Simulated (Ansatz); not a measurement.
# N: one input, then a changed one

The cell is the one relaxed in the Materials Project (mp-672233), not relaxed further here; entries there can be hypothetical.

First run: DFT, r2SCAN, PAW with Ansatz's default frozen-core files, scalar-relativistic (Ansatz 0.2.0).

Command: `ansatz run input.yaml --threads 1 --pin off --max-ram 4096MiB --backend cpu --events-out ev --progress --plain --runs-dir out` The run took 35 s on 1 thread of Arm Neoverse V2, with other jobs on the host, peak memory 0.57 GiB.

```yaml
crystal:
  lattice:
    - [4.1672328106, 0.0, 0.0]
    - [-2.0836164053, 3.6089294775, 0.0]
    - [0.0, 0.0, 7.00600351]
  atoms:
    - { symbol: "N", position: [0.3333333333, 0.6666666667, 0.32893004] }
    - { symbol: "N", position: [0.3333333333, 0.6666666667, 0.17106996] }
    - { symbol: "N", position: [0.6666666667, 0.3333333333, 0.82893004] }
    - { symbol: "N", position: [0.6666666667, 0.3333333333, 0.67106996] }
kpoints:
  mp_grid: { grid: [7, 7, 4] }
  band_path:
    path:
      - [0.0, 0.0, 0.0]
      - [0.5, 0.0, 0.0]
      - [0.3333333333, 0.3333333333, 0.0]
      - [0.0, 0.0, 0.0]
      - [0.0, 0.0, 0.5]
      - [0.5, 0.0, 0.5]
      - [0.3333333333, 0.3333333333, 0.5]
      - [0.0, 0.0, 0.5]
      - [0.5, 0.0, 0.5]
    npoints: 14
scf:
  occupations: { method: fermi_dirac, width: 0.02 }
hamiltonian:
  xc: r2scan
  pseudopotentials: { kind: paw }
output:
  forces: true
  stress: true
  eigenvalues: true
  efg: { contact_densities: true }
  populations: true
  bader: true
  dos: { projected: true, de: 0.2, e_range: [-14, 8] }
  write_density: true
  write_potential: true
  elf: true
  volumetric_format: npy
```

Result: converged; pressure -1.93 GPa; largest force 1.811 eV/Å; gap on the k mesh 7.77 eV (the mesh can miss the band edges); 6 SCF iterations.

The input is then changed:

```diff
@@ -25,4 +25,6 @@
 scf:
   occupations: { method: fermi_dirac, width: 0.02 }
+  mixing: { algorithm: msr1, beta: 0.5, ndim: 4 }
+  eigensolver: { kind: davidson }
 hamiltonian:
   xc: r2scan
@@ -34,9 +36,5 @@
   efg: { contact_densities: true }
   populations: true
-  bader: true
-  dos: { projected: true, de: 0.2, e_range: [-14, 8] }
-  write_density: true
-  write_potential: true
-  elf: true
-  volumetric_format: npy
+basis:
+  precision: f64
```

Task: What does the second run give?

Result: It converged; energy at zero smearing 0.0 meV/atom from the first run; pressure -1.93 GPa; largest force 1.812 eV/Å; gap on the k mesh 7.77 eV (the mesh can miss the band edges); 6 SCF iterations.

The results part of its log:

```
SCF 1 converged in 6 iterations: F = -1539.243605 eV  dr2 = 3.55e-8
  Residual-converged pass: ⟨swp⟩=4.0  Hψ=868  notcnv=0  max |occ|·‖R‖ = 6.5e-6 eV (tolerance 6.7e-6 eV)  dr2=4.13e-8  dr2_τ=1.55e-8  dr2_onsite=2.31e-9  max |Δocc| = 0.0e0
  greatest PAW one-centre occupation: 0.861 electrons in one spin orbital (limit 2), on the N atom at site 3 (counted from 0), in its partial waves of l = 0
NSCF: frozen V_eff on 113 k-points
SCF converged after 6 iterations
Free energy (F): -1539.243605 eV
Harris-Foulkes:  -1539.243605 eV  (|F-HF|=4.51e-8)
Internal energy: -1539.243605 eV  (E = F + TS)
E sigma→0 (E₀):  -1539.243605 eV
Fermi energy:    -2.617737 eV
--- Per-component energies (eV) ---
  E_band       = -238.053238
  E_kinetic    = 500.880623
  E_local      = -1580.133653  (includes V_loc(G=0)·N_el)
  E_nonlocal   = 189.568962
  E_hartree    = 516.737874
  E_xc         = -227.082197
  E_vxc        = -326.713252  (∫ρ·V_xc dr)
  E_paw        = -515.320635  (= ΣΔE_a)
  E_vpaw       = -78.212100  (= ΣTr[D̂ρ^β])
  E_aug_tail   = 0.000062  (compensation charges beyond the density's cutoff)
  E_vtau       = 23.084966  (kinetic-family band-sum trace: ∫τ·v_τ [+ j·A + Jᵃ·Aᵃ] dr)
  E_ewald      = -423.776383
  E_core_change = -0.118258  (= ΣΔE_core)
  E_smearing   = -0.000000  (= −TS)
  E_closure    = 0.000000  (closes the sum)
  Σ components = -1539.243605   (vs F -1539.243605, Δ=0.00e0)
--- Forces (eV/Å), atoms counted from 1 ---
  atom   1  N      0.00000000     0.00000000    -1.81151451
  atom   2  N     -0.00000000     0.00000000     1.81151451
  atom   3  N      0.00000000    -0.00000000    -1.81151451
  atom   4  N     -0.00000000    -0.00000000     1.81151451
  max |Σ_I F_I| component: 1.88e-18 eV/Å
--- Stress (GPa, compression-positive) ---
        0.030202       0.000000       0.000000
        0.000000       0.030202       0.000000
        0.000000       0.000000      -5.850598
  P = ⅓ Tr σ = -1.9301 GPa (-19.301 kbar)
--- PAW observables at the nuclei: V_zz in 10²¹ V/m², potentials from the cell's mean, atoms counted from 1 ---
  atom   1  N  V_zz =   -11.343133   η = 0.0000   by run symmetry: allowed
            electrostatic potential = -502.452029 V   contact ρ = 1417.833630 e/Å³
  atom   2  N  V_zz =   -11.343133   η = 0.0000   by run symmetry: allowed
            electrostatic potential = -502.452029 V   contact ρ = 1417.833630 e/Å³
  atom   3  N  V_zz =   -11.343133   η = 0.0000   by run symmetry: allowed
            electrostatic potential = -502.452029 V   contact ρ = 1417.833630 e/Å³
  atom   4  N  V_zz =   -11.343133   η = 0.0000   by run symmetry: allowed
            electrostatic potential = -502.452029 V   contact ρ = 1417.833630 e/Å³
--- Band table (eV; the first three rows and the last of 24) ---
  k-point 0: bands = ["-25.7544", "-25.7275", "-10.9556", "-10.2417", "-8.0656", "-8.0656", "-7.9645", "-7.9645", "-7.5535", "-6.4952", "1.9920", "1.9920", "2.4714", "2.4714"]
  k-point 1: bands = ["-25.7505", "-25.7314", "-10.8714", "-10.3750", "-8.0510", "-8.0510", "-7.9796", "-7.9796", "-7.3710", "-6.6310", "2.0580", "2.0580", "2.3965", "2.3965"]
  k-point 2: bands = ["-25.7410", "-25.7410", "-10.6462", "-10.6462", "-8.0156", "-8.0156", "-8.0156", "-8.0156", "-6.9795", "-6.9795", "2.2228", "2.2228", "2.2228", "2.2228"]
  k-point 23: bands = ["-25.7259", "-25.7259", "-10.5578", "-10.5578", "-8.2240", "-8.2240", "-8.1549", "-8.1549", "-6.9090", "-6.9090", "1.7992", "1.7992", "1.9755", "1.9755"]
--- Löwdin populations: 4 sites ---
  site symbol       q [e]
     0      N      4.9118
     1      N      4.9118
     2      N      4.9118
     3      N      4.9118
  spilling = 0.017641 (of n_electrons = 20.000000)
```
